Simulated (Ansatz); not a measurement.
Q: Each is relaxed and computed with DFT-r²SCAN in the program Ansatz with PAW potentials. Which alone has a direct gap?
(A) Ba2YHO3, I4mm (Pearson symbol tI14)
(B) CaAlHO2, P4/mmm (Ca on 1d, Al on 1a, O on 2f, H on 1b)
(C) Cu3HO, anti-perovskite
(D) CuO, Pmmn (Cu on 2a, O on 2b)

A: C, Cu3HO, anti-perovskite. Cu3HO: gap 0.07 eV (direct); CuO: gap 0.45 eV (indirect); Ba2YHO3: gap 4.14 eV (indirect); CaAlHO2: gap 4.37 eV (indirect). Spin orders computed, not proven ground states: CuO, Pmmn (Cu on 2a, O on 2b) antiferromagnetic. Typed or built starts, not in the databases checked: Cu3HO, anti-perovskite; CuO, Pmmn (Cu on 2a, O on 2b); Ba2YHO3, I4mm (Pearson symbol tI14); CaAlHO2, P4/mmm (Ca on 1d, Al on 1a, O on 2f, H on 1b). Not the usual ambient phase: CuO, Pmmn (Cu on 2a, O on 2b). Began spin-polarised and lost the moments: Cu3HO, anti-perovskite. All cells were relaxed under the symmetry of their starts (and spin orders); stability against distortions was not tested throughout. Cells of antiferromagnets are given as chemical subcells. Named crystals with no word on spin ran without spin polarisation. No Hubbard U is applied. Scalar-relativistic: spin–orbit coupling is off unless named, which matters more the heavier the elements.

Potentials: the earlier of the program's two PAW sets. The files were generated under PBE; for other functionals the program regenerates the frozen cores, and for LDA and PBEsol the local potential too.
